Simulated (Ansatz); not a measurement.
LiTaO₃:
```
LiTaO3
1.0
    2.56981     1.48368     4.59082
   -2.56981     1.48368     4.59082
    0.00000    -2.96736     4.59082
Li Ta O
2 2 6
Direct
  0.71708   0.71708   0.71708
  0.21708   0.21708   0.21708
  0.00021   0.00021   0.00021
  0.50021   0.50021   0.50021
  0.63488   0.88231   0.27442
  0.88231   0.27442   0.63488
  0.27442   0.63488   0.88231
  0.13488   0.77442   0.38231
  0.38231   0.13488   0.77442
  0.77442   0.38231   0.13488
```

x, y and z are the axes in which the lattice vectors are written.

Q: Give the high-frequency dielectric tensor and the Born effective charge tensors of the independent atoms from DFPT, PBEsol in the plane-wave PAW code Ansatz.

A: 
ε∞:
```
5.06  0.00  0.00
0.00  5.06  0.00
0.00  0.00  5.17
```
Z* of atom 1 (Li), rows: field, columns: displacement, in e:
```
 1.16   0.17   0.00
-0.17   1.16   0.00
 0.00   0.00   1.04
```
Z* of atom 3 (Ta), rows: field, columns: displacement, in e:
```
 7.27  -1.53   0.00
 1.53   7.27   0.00
 0.00   0.00   7.33
```
Z* of atom 5 (O), rows: field, columns: displacement, in e:
```
-1.65  -0.16  -0.10
-0.20  -3.97  -1.86
-0.16  -1.85  -2.79
```

Space group R3c. Symmetry was held in the PBEsol relaxation. No spin polarisation was allowed. Scalar-relativistic: spin–orbit coupling is off unless named, which matters more the heavier the elements.

Potentials: the later of the program's two PAW sets.
